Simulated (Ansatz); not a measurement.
Relaxed-ion elastic tensor of NbC (NiAs type, space group No. 194) in GPa (Voigt order), plane-wave PAW PBEsol (Ansatz code); density 7.93 g/cm³, 10.99 Å³ per atom.

```
555  178  203  0.0  0.0  0.0
178  555  203  0.0  0.0  0.0
203  203  557  0.0  0.0  0.0
0.0  0.0  0.0  100  0.0  0.0
0.0  0.0  0.0  0.0  100  0.0
0.0  0.0  0.0  0.0  0.0  189
```

Q: Is the crystal mechanically stable?

A: Yes: the smallest eigenvalue of C is 100 GPa.

Q: Work out the Voigt, Reuss and Hill averages.

A: K_V = 315, K_R = 315, K_H = 315; G_V = 150, G_R = 138, G_H = 144 GPa.

Q: Give Young's modulus, Poisson's ratio, Pugh's ratio and the universal anisotropy index.

A: E = 9KG/(3K + G) = 375 GPa; ν = 0.30; K/G = 2.19 (ductile by the Pugh limit of 1.75); A_U = 5G_V/G_R + K_V/K_R − 6 = 0.46.

Q: Estimate the sound speeds and the Debye temperature.

A: v_l = √((K + 4G/3)/ρ) = 7990 m/s, v_t = √(G/ρ) = 4260 m/s, mean 4760 m/s; Θ = (h/k)(3n/4πV)^(1/3) v_m = 637 K.

Q: How much does each axis shrink under pressure?

A: Linear compressibilities β_i = Σ_j S_ij (j = 1 to 3): x 1.1, y 1.1, z 1.0 per TPa.

Space group P6_3/mmc (NiAs type). The workflow started from a Materials Project entry (that database holds measured and hypothetical structures alike); the Crystallography Open Database copy checked does not list it. It is not the phase usual at ambient conditions (space group No. 225). Symmetry was held in the PBEsol relaxation; whether a distortion lowers the energy is not shown. The run is not spin-polarised. As this level gives no gap, shear constants depend on the k-mesh and smearing (Fermi–Dirac, 0.1 eV here).

Potentials: the later of the program's two PAW sets.
